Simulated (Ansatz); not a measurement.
Relaxed-ion elastic tensor of TiB in space group Pnma (No. 62; Ti on 4c, B on 4c) in GPa (Voigt order), plane-wave PAW r²SCAN (Ansatz code); density 4.60 g/cm³, 10.59 Å³ per atom.

```json
[
 {"": "1", "1": "439", "2": "87.8", "3": "112", "4": "0.0", "5": "0.0", "6": "0.0"},
 {"": "2", "1": "87.8", "2": "545", "3": "59.4", "4": "0.0", "5": "0.0", "6": "0.0"},
 {"": "3", "1": "112", "2": "59.4", "3": "437", "4": "0.0", "5": "0.0", "6": "0.0"},
 {"": "4", "1": "0.0", "2": "0.0", "3": "0.0", "4": "207", "5": "0.0", "6": "0.0"},
 {"": "5", "1": "0.0", "2": "0.0", "3": "0.0", "4": "0.0", "5": "189", "6": "0.0"},
 {"": "6", "1": "0.0", "2": "0.0", "3": "0.0", "4": "0.0", "5": "0.0", "6": "233"}
]
```

**Question.** Is the crystal mechanically stable?

**Answer.** Yes: the smallest eigenvalue of C is 189 GPa.

**Question.** Work out the Voigt, Reuss and Hill averages.

**Answer.** K_V = 215, K_R = 215, K_H = 215; G_V = 203, G_R = 200, G_H = 201 GPa.

**Question.** Give Young's modulus, Poisson's ratio, Pugh's ratio and the universal anisotropy index.

**Answer.** E = 9KG/(3K + G) = 461 GPa; ν = 0.14; K/G = 1.07 (brittle by the Pugh limit of 1.75); A_U = 5G_V/G_R + K_V/K_R − 6 = 0.10.

**Question.** Estimate the sound speeds and the Debye temperature.

**Answer.** v_l = √((K + 4G/3)/ρ) = 10300 m/s, v_t = √(G/ρ) = 6620 m/s, mean 7260 m/s; Θ = (h/k)(3n/4πV)^(1/3) v_m = 985 K.

**Question.** Solve the Christoffel equation for the three sound speeds along x, y, z.

**Answer.** Eigenvalues of C_ijkl n_j n_l equal ρv². In km/s, slowest first: x 6.41, 7.12, 9.77; y 6.70, 7.12, 10.88; z 6.41, 6.70, 9.75.

**Question.** How much does each axis shrink under pressure?

**Answer.** Linear compressibilities β_i = Σ_j S_ij (j = 1 to 3): x 1.6, y 1.4, z 1.7 per TPa.

The workflow started from a Materials Project entry (that database holds measured and hypothetical structures alike); the Crystallography Open Database files this formula in space group No. 62, but the cells were not matched. Its standing as an ambient phase is unchecked. The cell was relaxed with r²SCAN under the symmetry of its start; its stability against distortions is not shown here. No spin polarisation was allowed. As this level gives no gap, shear constants depend on the k-mesh and smearing (Fermi–Dirac, 0.1 eV here).

Potentials: the later of the program's two PAW sets.
